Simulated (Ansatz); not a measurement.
A geometry of ScAlCO away from equilibrium: the start of the relaxation of a relaxed ScAlCO cell shaken by Gaussian noise of σ = 0.08 Å a coordinate. Level of theory: r2SCAN (plane waves to 500 eV, PAW, scalar-relativistic; Ansatz, a quantum-chemistry and plane-wave program). Γ-centred k-mesh 8×8×3 on the run's cell (coarser than for final values), Fermi–Dirac smearing 0.05 eV.

```xyz
8
Lattice="3.2442 0.0000 0.0000 -1.6221 2.8096 0.0000 0.0000 0.0000 10.1775" Properties=species:S:1:pos:R:3 pbc="T T T"
Sc     1.6764     0.8146     8.2691
Sc     0.0101     1.8352     3.1470
Al    -0.1650     0.0355     5.2672
Al    -0.1139    -0.1300     0.2785
C     -0.0443     1.8023     9.5905
C      1.5896     0.7755     4.4183
O     -0.0502     0.1442     7.0805
O      0.0793     0.1942     1.9834
```

### Question
What forces act on the atoms (eV/Å)?

### Answer
| atom | Fx | Fy | Fz |
|---|---|---|---|
| Sc1 | -0.91 | 0.55 | -0.64 |
| Sc2 | -0.34 | 0.33 | -1.08 |
| Al3 | 2.12 | -1.33 | 1.82 |
| Al4 | 0.99 | 0.68 | -0.90 |
| C5 | -0.36 | -0.19 | 0.58 |
| C6 | -1.46 | 2.57 | 0.53 |
| O7 | 0.33 | -0.84 | -0.70 |
| O8 | -0.36 | -1.77 | 0.39 |

### Question
What is the pressure?

### Answer
+4.0 GPa, compression positive.

### Question
How far above the relaxed end point is this geometry?

### Answer
0.12 eV/atom; the path ends in P6₃mc (No. 186).

No spin polarisation in the result.

The cell that was disturbed is our relaxation of an entry of Materials Project.
